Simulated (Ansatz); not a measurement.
**Notes on LuCd$_{2}$IO$_{4}$**

```xyz
8
Lattice="3.6932 0.0000 0.0000 0.0000 3.6932 0.0000 0.0000 0.0000 9.0717" Properties=species:S:1:pos:R:3 pbc="T T T"
O     0.0000    1.8466    1.2655
O     1.8466    0.0000    1.2655
O     0.0000    1.8466    7.8062
O     1.8466    0.0000    7.8062
Cd    1.8466    1.8466    2.3405
Cd    1.8466    1.8466    6.7312
I     0.0000    0.0000    4.5358
Lu    0.0000    0.0000    0.0000
```

Level: PBE, no spin polarisation; 420 eV; 9×9×4 Γ-centred mesh; cold occupations (width 0.191 eV); Ansatz 0.2.0, fixed geometry.

Q: What does the stress say?

A: The pressure is 14.1 GPa (compression positive), so with the atoms held at these fractions the cell would first expand. The principal stresses 9.4, 16.4, 16.4 GPa differ, so its shape would change too.

Q: Where is the largest force?

A: The largest is on Cd5 (and as large on other atoms): 0.63 eV/Å, components (0.00, 0.00, 0.63). It makes 120° with the line to a nearest neighbour, O1 at 2.14 Å.

Q: Is there a gap?

A: It is a metal, with about 5.4 states/eV a cell as the mean within 0.25 eV of the Fermi level, mostly O p (68 %) and I p (20 %).

Q: Describe some of the short contacts.

A: O–Cd at 2.14 Å: least valence density 0.55 e/Å³ and ELF 0.15 there. O–Lu at 2.24 Å: least valence density 0.46 e/Å³ and ELF 0.15 there. I–Cd at 3.41 Å: least valence density 0.10 e/Å³ and ELF 0.10 there. Both are smooth PAW fields, read partly inside the augmentation spheres.

Q: Is it stable against the elements?

A: -1.20 eV an atom against the elements' usual phases (free molecules for gases, crystals otherwise, with no correction for O₂ or N₂), so it is bound against them; other compounds may still compete. Relaxing would lower it.

Q: How is the charge shared?

A: Bader charges in e: Lu +2.21, Cd +1.20, I -0.43, O -1.05. In the mean Lu gives up most and O takes most.

Origin: a known structure type with other elements, at an estimated volume, so it need not be a known compound. Caveats: many states at the Fermi level without spin polarisation, so a magnetic state may lie lower; wide smearing.
